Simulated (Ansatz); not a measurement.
A structure of ZnSe relaxed with PBEsol (plane waves to 420 eV, PAW, scalar-relativistic; Ansatz, a program for electronic structure); single points at other levels follow on the same geometry (Ansatz, PAW; HSE06 at 420 eV on a 6×6×6 k-mesh; no spin-orbit coupling). Space group F-43m (No. 216).

```cif
data_Se4Zn4
_chemical_formula_sum 'Zn4 Se4'
_space_group_name_H-M_alt 'F-43m'
_space_group_IT_number 216
_space_group_name_Hall 'F -4 2 3'
_cell_length_a 5.63381
_cell_length_b 5.63381
_cell_length_c 5.63381
_cell_angle_alpha 90.000
_cell_angle_beta 90.000
_cell_angle_gamma 90.000
loop_
_atom_site_label
_atom_site_type_symbol
_atom_site_symmetry_multiplicity
_atom_site_Wyckoff_symbol
_atom_site_fract_x
_atom_site_fract_y
_atom_site_fract_z
_atom_site_occupancy
Zn1 Zn 4 d 0.75000 0.75000 0.75000 1
Se1 Se 4 a 0.00000 0.00000 0.00000 1
```
(The calculation used a cell of 2 atoms; values per cell refer to that cell.)

| level | gap (eV) | kind | conduction minimum |
|---|---|---|---|
| PBEsol | 1.24 | direct | Γ |
| HSE06 | [?] | – | [?] |

**Question.** Some entries are withheld; supply them.

**Answer.** 
- HSE06, gap (eV): 2.50
- HSE06, conduction minimum: Γ

No spin polarisation in the result.

Measured for ZnSe: a 5.6676 Å (room temperature; as listed in Martin Albrecht, Beate Paulus, Hermann Stoll, Phys. Rev. B (1997)); gap 2.87 eV (static lattice; corrected from measurement; as listed in Wei Chen et al., Physical Review Materials (2018)). Computed minus measured — a: PBEsol -0.6 %; gap: PBEsol -1.63 eV, HSE06 -0.37 eV. The computed values are for a static lattice, and a measured gap can be an optical one, lowered by exciton binding.

The run could not lose the symmetry of its start.
